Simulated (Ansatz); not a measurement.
HfCuSi in space group Pnma (No. 62; Hf on 4c, Si on 4c, Cu on 4c), the program Ansatz at the r²SCAN level (PAW), all energies at zero smearing, with the estimated change up to a 700 eV cutoff added, with one set of potentials and settings (totals compare only within such a set). Cell of 12 atoms (4 Hf, 4 Si, 4 Cu): -92021.157 eV.

```tsv
element	reference phase	E (eV/atom)
Hf	P6_3/mmc, 2 atoms in the cell	-15733.0631
Si	Fd-3m, 2 atoms in the cell	-639.0667
Cu	Fm-3m, 1 atoms in the cell	-6631.2396
```

Formation energy per atom, worked out: (-92021.157 − 4×(-15733.0631) − 4×(-639.0667) − 4×(-6631.2396))/12 = -0.640 eV/atom (-62 kJ per mol of atoms), at 0 K, without zero-point energy or fitted corrections.

The first step of the workflow began from a Materials Project structure, measured or hypothetical; the Crystallography Open Database copy checked does not list it. Its standing as an ambient phase is unchecked. The r²SCAN relaxation kept the symmetry of its start; its stability against distortions is not shown here. No spin polarisation was allowed. The references are the lowest solids computed at this level, not always the standard phases. Spin–orbit coupling is left out wherever it is not named.

Potentials: the later of the program's two PAW sets.
